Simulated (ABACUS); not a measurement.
A self-consistent single point of GePt (Pnma, 8 atoms in the cell; from Materials Project mp-542640, changed as shown) with ABACUS.

Level of theory: PBE, PseudoDojo 0.5 standard norm-conserving PBE (tails mended) pseudopotentials (plane waves; ABACUS).

The change in words: lattice vector b scaled by 0.98. Reference geometry (Pnma):
```yaml
crystal:
  lattice:
    - [5.75601, 0.00000, 0.00000]
    - [0.00000, 3.73003, 0.00000]
    - [0.00000, 0.00000, 6.11156]
  atoms:
    - { symbol: Ge, position: [0.81393, 0.75000, 0.58801] }
    - { symbol: Ge, position: [0.18607, 0.25000, 0.41199] }
    - { symbol: Ge, position: [0.68607, 0.25000, 0.08801] }
    - { symbol: Ge, position: [0.31393, 0.75000, 0.91199] }
    - { symbol: Pt, position: [0.00185, 0.75000, 0.19271] }
    - { symbol: Pt, position: [0.99815, 0.25000, 0.80729] }
    - { symbol: Pt, position: [0.49815, 0.25000, 0.69271] }
    - { symbol: Pt, position: [0.50185, 0.75000, 0.30729] }
```

Reference input (self-consistent single point, DFT, PBE, plane waves, PseudoDojo 0.5 standard norm-conserving PBE (tails mended) pseudopotentials): KPT = Gamma 3 4 3 0.5 0.5 0.5; basis_type = pw; dft_functional = PBE; ecutwfc = 84 Ry; smearing_method = gaussian; smearing_sigma = 0.00734986 Ry; potentials = PseudoDojo 0.5 standard norm-conserving PBE (tails mended); symmetry = 1; symmetry_prec = 1e-05; ks_solver = cg; scf_nmax = 100; scf_thr = 1.0e-09 Ry. This run's input differs from it in these lines:

```diff
@@ -28,3 +28,3 @@
    1.0000000433    0.0000000000    0.0000000000
-   0.0000000000    0.6480235721    0.0000000000
+   0.0000000000    0.6350630312    0.0000000000
    0.0000000000    0.0000000000    1.0617702652
@@ -37,6 +37,6 @@
 4
-   0.8139300352    0.4860176791    0.6243315337
-   0.1860700081    0.1620058930    0.4374387316
-   0.6860700297    0.1620058930    0.0934464010
-   0.3139300136    0.4860176791    0.9683238642
+   0.8139300352    0.4762972734    0.6243315337
+   0.1860700081    0.1587657578    0.4374387316
+   0.6860700297    0.1587657578    0.0934464010
+   0.3139300136    0.4762972734    0.9683238642
 
@@ -45,6 +45,6 @@
 4
-   0.0018500001    0.4860176791    0.2046137478
-   0.9981500432    0.1620058930    0.8571565174
-   0.4981500216    0.1620058930    0.7354988804
-   0.5018500217    0.4860176791    0.3262713848
+   0.0018500001    0.4762972734    0.2046137478
+   0.9981500432    0.1587657578    0.8571565174
+   0.4981500216    0.1587657578    0.7354988804
+   0.5018500217    0.4762972734    0.3262713848
 # file: KPT
```

Log, with long lists cut:

```
 SELF-CONSISTENT
 -------------------------------------------
                                 init_chg = atomic

 PW ALGORITHM --------------- ION=   1  ELEC=   1--------------------------------
 Notice: Threshold on eigenvalues was too large.

 Density error is 0.46682762057
                          Error Threshold = 0.000215476328435
 E_KohnSham     -1759.3736936189     -23937.5071445231
 E_Fermi        1.4252382407         19.3913610805

 PW ALGORITHM --------------- ION=   1  ELEC=   2--------------------------------

 Density error is 0.604077572756
                          Error Threshold = 0.00036470907857
   [... lines left out ...]

 Density error is 1.57167585465e-09
                          Error Threshold = 7.20816396498e-12
 E_KohnSham     -1759.5779655142     -23940.2864062404
 E_Fermi        1.3903654384         18.9168922640

 PW ALGORITHM --------------- ION=   1  ELEC=  15--------------------------------

 Density error is 2.36892007305e-11
                          Error Threshold = 1.22787176145e-12
 E_KohnSham     -1759.5779655148     -23940.2864062494
 E_KS(sigma->0) -1759.5775047634     -23940.2801374046
 E_entropy(-TS) -0.0009215029        -0.0125376897
 E_Fermi        1.3903664986         18.9169066888
 charge density convergence is achieved
 final etot is -23940.286406 eV
 EFERMI = 18.916906689 eV

 STATE ENERGY(eV) AND OCCUPATIONS    NSPIN == 1
   [... 74 lines left out ...]

 TOTAL-FORCE (eV/Angstrom)
                       Ge1         0.0923926266         0.0000000000        -0.1359283286
                       Ge2        -0.0923926266         0.0000000000         0.1359283286
                       Ge3        -0.0923926266         0.0000000000        -0.1359283286
                       Ge4         0.0923926266         0.0000000000         0.1359283286
                       Pt1        -0.1646894908         0.0000000000        -0.1070211724
                       Pt2         0.1646894908         0.0000000000         0.1070211724
                       Pt3         0.1646894908         0.0000000000        -0.1070211724
   [... lines left out ...]

 TOTAL-STRESS (KBAR)
        86.7762079295        -0.0000000000         0.0000000000
         0.0000000000        94.9642455567         0.0000000000
         0.0000000000         0.0000000000        81.9848515399
 TOTAL-PRESSURE: 87.908435 KBAR

 --------------------------------------------
 !FINAL_ETOT_IS -23940.2864062494409154 eV
 --------------------------------------------
```

The run converged in 15 iterations. Against the reference run the free energy goes up by 13.7 meV/atom, the pressure goes from 5.01 to 8.79 GPa and the largest force goes from 0.125 to 0.196 eV/Å.

The structure comes from a collection of computed structures, made at another level of theory; the collection holds predicted forms beside known ones. No clean gap shows at this smearing width and mesh (spacing up to 0.43 Å⁻¹); the mesh is coarse for partly filled bands, so the values carry mesh errors.

Cost on one core: roughly 9 core-minutes.

“Tails mended”: in these copies of the files the far tail of each local potential was reset to the Coulomb form.
